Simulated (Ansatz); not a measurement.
## Ansatz 0.2.0, settings compared: Co₂O

input.yaml:

```yaml
crystal:
  lattice:
    - [2.805873, 0.0, 0.0]
    - [0.0, 4.528729, 0.0]
    - [0.0, 0.0, 4.27179]
  atoms:
    - { symbol: Co, position: [0.0, 0.325, 0.261] }
    - { symbol: Co, position: [0.5, 0.175, 0.761] }
    - { symbol: Co, position: [0.0, 0.675, 0.739] }
    - { symbol: Co, position: [0.5, 0.825, 0.239] }
    - { symbol: O, position: [0.0, 0.0, 0.0] }
    - { symbol: O, position: [0.5, 0.5, 0.5] }
  symmetry: { tolerance: 0.0003 }
kpoints:
  mp_grid: { grid: [6, 4, 4], shift: [0, 0, 0] }
magnetization:
  spin_polarized: false
scf:
  occupations: { method: fermi_dirac }
hamiltonian:
  pseudopotentials: { kind: paw }
  xc: r2scan
basis:
  ecutwfc: 500
output:
  forces: true
  stress: true
  eigenvalues: true
```

The command:

```bash
ansatz run input.yaml --threads 1 --pin off --max-ram 2560MiB --backend cpu --events-out ev --progress --plain --runs-dir out
```

Origin of the cell: a known structure type with other elements, at an estimated volume, so it need not be a known compound.

The smearing width isn't typed, so it takes its default of 0.1 eV.

Output of this run (shortened):

```
Pseudopotentials: kind: paw
Pseudopotential: Co, paw, valence charge 17, recommended cutoff 500 eV (meta_gga), Co.paw.azcp
Pseudopotential: O, paw, valence charge 6, recommended cutoff 500 eV (meta_gga), O.paw.azcp
Functional definition: r2SCAN
  exchange = r2scan_x(k0 = k0, k1 = k1, a1 = a1)
  correlation = r2scan_c
Crystal: 6 atoms, lattice volume = 54.282 Å³
Basis set: ecut = 500 eV, 1397 PW (Γ), exchange–correlation on 96×144×128 points (64 copies of the dense FFT grid, shifted against one another)
Bands: 48, of which v1, the nominal top of the filled ones, is band 40 counted from 1 (39 counted from 0)
Symmetry: 8 space group operations
Space group: Pnnm (ITA 58), of the structure as read, at distance tolerance 1.1e-3 Å
[… 7 lines left out …]
Initial density: superposition of atomic densities (neutral atoms: chi_scale 0, normalization atom), corrected by the library's trained network
Functional: x = r2scan, c = r2scan; τ floored in thin density (d = 2e-4 eV/Å³)
SCF iter   1: F=—  HF=-21656.446489 eV  Δρ=2.90e-2  dr2=2.38e-1  dr2_τ=3.26e-1
SCF iter   2: F=—  HF=-21656.805796 eV  Δρ=1.15e-2  dr2=3.28e-2  dr2_τ=9.20e-3
SCF iter   3: F=—  HF=-21656.806854 eV  Δρ=7.78e-3  dr2=1.61e-2  dr2_τ=1.06e-3
SCF iter   4: F=—  HF=-21656.809289 eV  Δρ=5.49e-3  dr2=7.29e-3  dr2_τ=2.00e-4
SCF iter   5: F=—  HF=-21656.808561 eV  Δρ=1.99e-3  dr2=9.83e-4  dr2_τ=8.51e-5
SCF iter   6: F=—  HF=-21656.808840 eV  Δρ=4.92e-4  dr2=1.06e-4  dr2_τ=5.09e-6
SCF iter   7: F=—  HF=-21656.808817 eV  Δρ=2.87e-4  dr2=2.60e-5  dr2_τ=6.28e-7
SCF iter   8: F=—  HF=-21656.808830 eV  Δρ=9.14e-5  dr2=3.71e-6  dr2_τ=2.37e-7
SCF iter   9: F=—  HF=-21656.808830 eV  Δρ=4.61e-5  dr2=6.35e-7  dr2_τ=1.90e-8
SCF iter  10: F=-21656.808831 eV  HF=-21656.808831 eV  Δρ=8.32e-6  dr2=2.09e-8  dr2_τ=2.50e-9
SCF 1 converged in 10 iterations: F = -21656.808831 eV  dr2 = 2.09e-8
SCF converged after 10 iterations
Free energy (F): -21656.808831 eV
Harris-Foulkes:  -21656.808831 eV  (|F-HF|=5.54e-9)
Internal energy: -21656.579333 eV  (E = F + TS)
E sigma→0 (E₀):  -21656.694082 eV
Entropy (-TS):   -0.229497 eV (-38.250 meV/atom)
Fermi energy:    18.320597 eV
--- Per-component energies (eV) ---
  E_band       = -1039.605053
  E_kinetic    = 2172.504738
  E_local      = -12399.184095  (includes V_loc(G=0)·N_el)
  E_nonlocal   = 1968.512802
  E_hartree    = 5207.303953
  E_xc         = -771.668109
  E_vxc        = -1120.698322  (∫ρ·V_xc dr)
  E_paw        = -6439.305643  (= ΣΔE_a)
  E_vpaw       = -2145.493248  (= ΣTr[D̂ρ^β])
  E_aug_tail   = 0.002081  (compensation charges beyond the density's cutoff)
  E_vtau       = 70.132933  (kinetic-family band-sum trace: ∫τ·v_τ [+ j·A + Jᵃ·Aᵃ] dr)
  E_ewald      = -11393.500354
  E_core_change = -1.244707  (= ΣΔE_core)
  E_smearing   = -0.229497  (= −TS)
  Σ components = -21656.808831   (vs F -21656.808831, Δ=0.00e0)
--- Forces (eV/Å), atoms counted from 1 ---
  atom   1  Co     0.000000    -0.147552    -0.442760
  atom   2  Co     0.000000     0.147552    -0.442760
  atom   3  Co    -0.000000     0.147552     0.442760
  atom   4  Co     0.000000    -0.147552     0.442760
  atom   5  O     -0.000000     0.000000     0.000000
  atom   6  O      0.000000     0.000000     0.000000
  max |Σ_I F_I| component: 2.78e-17 eV/Å
--- Stress (GPa, compression-positive) ---
        7.673183       0.000000       0.000000
        0.000000      21.300488       0.000000
        0.000000       0.000000       9.985615
  P = ⅓ Tr σ = 12.9864 GPa (129.864 kbar)
```

The same input was run again with these changes:

1. `hamiltonian.hubbard` default → { sites: [{ species: Co, l: d, u_eff: 8.0 }], double_counting: fll }; `scf.lower_state_search` default → light
2. `crystal.symmetry` { tolerance: 0.0003 } → { detect: false }; `scf.algorithm` default → direct_min
3. `scf.eigensolver.kind` default → davidson; `kpoints.mp_grid.shift` [0, 0, 0] → [0.5, 0.5, 0.5]

| run | end | SCF iterations | P (GPa) | max force component (eV/Å) | moment (μB) | ΔE(σ→0) (meV/atom) |
| --- | --- | --- | --- | --- | --- | --- |
| base | converged | 10 | 12.99 | 0.443 | – | 0 |
| 1 | converged | 17 | 54.90 | 0.432 | – | – |
| 2 | converged | 10 | 12.99 | 0.443 | – | 0.00 |
| 3 | converged | 10 | 12.97 | 0.474 | – | 0.24 |

Energies are compared only where functional, datasets, charge and starting cell are the same.

Caveats of the base run: no spin polarisation, so a magnetic state may lie lower; the k mesh is coarse if the cell is a metal.

Time of the base run: 7.5 s of wall time on 1 CPU thread(s) of a shared host, from the program's own first density.
